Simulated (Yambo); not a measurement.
# How GW settings move the gap: CdO$_{2}$H$_{2}$

G0W0@PBEsol for CdO$_{2}$H$_{2}$ (space group P-3m1, No. 164) in Yambo. Reference settings: 3×3×2 Γ-centred k mesh, bands 9 to 158 and a 7 Ry block in the screening, 158 bands in G with the Bruneval-Gonze terminator, plasmon pole fitted at 27.2 eV. The PBEsol gap A → Γ on this mesh is 1.65 eV; G0W0 gaps are taken between the same points.

```csv
change from the reference,G0W0 gap A → Γ (eV),shift of the valence edge (eV),rough Yambo cost
reference settings,3.40,-0.98,1
"70 bands in W, 70 bands in G",3.74,-0.90,about 1/2
"108 bands in W, 108 bands in G",3.48,-0.94,within a factor of two
70 bands in G,3.43,-0.97,–
82 bands in W,3.61,-0.92,within a factor of two
6 Ry block,3.38,-0.97,within a factor of two
no random integration,3.29,-0.70,–
"108 bands in G, no terminator",3.19,-0.56,–
no terminator,3.25,-0.73,–
```

The reference isn't shown to be the converged limit. Costs are rough (shared machines), scaled to the same edge states, and given only for runs that recompute the screening. The mesh misses a band edge: along a dense path the PBEsol gap is 1.59 eV against 1.65 eV on the mesh.

Spin-orbit coupling is included.

Geometry relaxed with PBE+D3(BJ); primitive cell a = b = 3.543 Å, c = 4.585 Å, α = β = 90.00°, γ = 120.00°.

The structure is a Materials Project entry; no match was found in the copy of COD used, and its stability was not checked.

A shift is the quasiparticle energy of the state minus its PBEsol energy.
